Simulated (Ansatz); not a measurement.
Geometry optimisation in Ansatz: input, command and trajectory.

```yaml
crystal:
  lattice:
    - [2.9996300194, 0.0, 0.0]
    - [-1.4998150097, 2.5977557987, 0.0]
    - [0.0, 0.0, 19.6136748115]
  atoms:
    - { symbol: Si, position: [0.3333333333, 0.6666666667, 0.2501175481] }
    - { symbol: Si, position: [0.6666666667, 0.3333333333, 0.7501175481] }
    - { symbol: Si, position: [0.3333333333, 0.6666666667, 0.6249916086] }
    - { symbol: Si, position: [0.6666666667, 0.3333333333, 0.1249916086] }
    - { symbol: Si, position: [0.0, 0.0, 8.61893e-05] }
    - { symbol: Si, position: [0.0, 0.0, 0.5000861893] }
    - { symbol: Si, position: [0.3333333333, 0.6666666667, 0.875165579] }
    - { symbol: Si, position: [0.6666666667, 0.3333333333, 0.375165579] }
    - { symbol: C, position: [0.3333333333, 0.6666666667, 0.9689139898] }
    - { symbol: C, position: [0.6666666667, 0.3333333333, 0.4689139898] }
    - { symbol: C, position: [0.0, 0.0, 0.0938630596] }
    - { symbol: C, position: [0.0, 0.0, 0.5938630596] }
    - { symbol: C, position: [0.3333333333, 0.6666666667, 0.3441167966] }
    - { symbol: C, position: [0.6666666667, 0.3333333333, 0.8441167966] }
    - { symbol: C, position: [0.3333333333, 0.6666666667, 0.7187452291] }
    - { symbol: C, position: [0.6666666667, 0.3333333333, 0.2187452291] }
basis:
  ecutwfc: 420
kpoints:
  mp_grid: { grid: [12, 12, 2] }
hamiltonian:
  xc: pbe
scf:
  occupations: { method: gaussian, width: 0.02 }
output:
  forces: true
  stress: true
  eigenvalues: true
  write_density: true
  write_potential: true
  elf: true
  volumetric_format: npy
relax:
  adjacent_minimum: "off"
  f_tol: 0.01
  max_steps: 30
  cell: { stress_tol: 0.1, fix: [volume] }
```

```bash
ansatz run input.yaml --threads 4 --pin off --max-ram 10240MiB --backend cpu --events-out ev --progress --plain --runs-dir out
```

These are results of DFT PBE, scalar-relativistic, plane waves, PAW in Ansatz 0.2.0, not measurements.

The volume is held at 0.91 times that of the relaxed cell.

Of 3 frames 2 are shown, positions in Å and forces in eV/Å; the SCF threshold varies from step to step. Steps run on the plane waves of an earlier cell, with a Pulay correction in the pressure. The basis is chosen afresh for the last frame, the zero of the energies, and at times for earlier ones too; energy and pressure can step there, also at an unchanged geometry. Where two frames share a geometry here, they differ by under 2 meV/atom and 0.3 GPa.

```xyz
16
Lattice="2.9996 0.0000 0.0000 -1.4998 2.5978 0.0000 0.0000 0.0000 19.6137" Properties=species:S:1:pos:R:3:forces:R:3 pbc="T T T" step=1 free_energy_over_end_meV_per_atom=0.00 pressure_GPa=24.19
Si    0.0000    1.7318    4.9057    0.0000    0.0000    0.0203
Si    1.4998    0.8659   14.7126    0.0000    0.0000    0.0203
Si    0.0000    1.7318   12.2584    0.0000    0.0000   -0.0023
Si    1.4998    0.8659    2.4515    0.0000    0.0000   -0.0023
Si    0.0000    0.0000    0.0017    0.0000    0.0000    0.0032
Si    0.0000    0.0000    9.8085    0.0000    0.0000    0.0032
Si    0.0000    1.7318   17.1652    0.0000    0.0000   -0.0032
Si    1.4998    0.8659    7.3584    0.0000    0.0000   -0.0032
C     0.0000    1.7318   19.0040    0.0000    0.0000   -0.0018
C     1.4998    0.8659    9.1971    0.0000    0.0000   -0.0018
C     0.0000    0.0000    1.8410    0.0000    0.0000   -0.0009
C     0.0000    0.0000   11.6478    0.0000    0.0000   -0.0009
C     0.0000    1.7318    6.7494    0.0000    0.0000   -0.0138
C     1.4998    0.8659   16.5562    0.0000    0.0000   -0.0138
C     0.0000    1.7318   14.0972    0.0000    0.0000   -0.0015
C     1.4998    0.8659    4.2904    0.0000    0.0000   -0.0015
16
Lattice="2.9997 0.0000 0.0000 -1.4999 2.5978 0.0000 0.0000 0.0000 19.6126" Properties=species:S:1:pos:R:3:forces:R:3 pbc="T T T" step=3 free_energy_over_end_meV_per_atom=0.00 pressure_GPa=24.19
Si    0.0000    1.7319    4.9057    0.0000    0.0000    0.0098
Si    1.4999    0.8659   14.7120    0.0000    0.0000    0.0098
Si    0.0000    1.7319   12.2577    0.0000    0.0000    0.0000
Si    1.4999    0.8659    2.4514    0.0000    0.0000    0.0000
Si    0.0000    0.0000    0.0016    0.0000    0.0000    0.0020
Si    0.0000    0.0000    9.8080    0.0000    0.0000    0.0020
Si    0.0000    1.7319   17.1641    0.0000    0.0000    0.0009
Si    1.4999    0.8659    7.3578    0.0000    0.0000    0.0009
C     0.0000    1.7319   19.0028    0.0000    0.0000   -0.0013
C     1.4999    0.8659    9.1965    0.0000    0.0000   -0.0013
C     0.0000    0.0000    1.8409    0.0000    0.0000   -0.0013
C     0.0000    0.0000   11.6472    0.0000    0.0000   -0.0013
C     0.0000    1.7319    6.7490    0.0000    0.0000   -0.0086
C     1.4999    0.8659   16.5553    0.0000    0.0000   -0.0086
C     0.0000    1.7319   14.0966    0.0000    0.0000   -0.0016
C     1.4999    0.8659    4.2903    0.0000    0.0000   -0.0016
```

The run took 55 s on 4 threads of AMD EPYC (Zen 3), with other jobs on the host, peak memory 0.66 GiB.